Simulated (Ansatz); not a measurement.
Relaxed CsPbBr₃ (cubic perovskite):

```yaml
crystal:
  lattice:
    - [6.00308, 0.00000, 0.00000]
    - [0.00000, 6.00308, 0.00000]
    - [0.00000, 0.00000, 6.00308]
  atoms:
    - { symbol: Cs, position: [0.00000, 0.00000, 0.00000] }
    - { symbol: Pb, position: [0.50000, 0.50000, 0.50000] }
    - { symbol: Br, position: [0.00000, 0.50000, 0.50000] }
    - { symbol: Br, position: [0.50000, 0.50000, 0.00000] }
    - { symbol: Br, position: [0.50000, 0.00000, 0.50000] }
```

In this cell atom 1 (Cs, nearest neighbour Br at 4.245 Å; its periodic images, 6.0 Å or more away, move with it) is moved by s along Cartesian [111], unit vector (0.577, 0.577, 0.577); all other atoms and the cell stay fixed.

Computed with PBE (plane waves to 420 eV, PAW, scalar-relativistic; Ansatz, a quantum-chemistry and plane-wave program). k mesh 5×5×5 (Γ-centred), Fermi-Dirac smearing 0.05 eV. The energy includes the smearing's −TS. CsPbBr3 was relaxed with its symmetry unable to fall. Spin-orbit coupling is left out, though Pb is heavy. This is a high-temperature form of CsPbBr3. The zero of ΔE is the undisplaced structure.

| s (Å) | ΔE (meV/cell) |
|---|---|
| -0.850 | 79.4 |
| -0.680 | 33.8 |
| -0.510 | withheld |
| -0.340 | 3.0 |
| -0.170 | 0.4 |
| 0.000 | 0.0 |
| 0.170 | 0.4 |
| 0.340 | 3.0 |
| 0.510 | withheld |
| 0.680 | 33.8 |
| 0.850 | 79.4 |

Problem. Fit an even polynomial form (powers 2, 4) to the given rows and predict ΔE at s = -0.510.

Solution. Least squares on the 9 given rows: ΔE = (8.356)·s² + (140.5)·s⁴, in meV/cell with s in Å; root-mean-square residual 0.09 meV/cell. At -0.510 the fit gives 11.7 meV/cell; the calculation gives 11.8 meV/cell, so the interpolation is off by -0.1 (-0.8 %). The quadratic term alone would give 2.2 meV/cell.

(A displaced cell: forces are minus the slopes of the energy, force constants its curvatures, and phonons follow from these.)
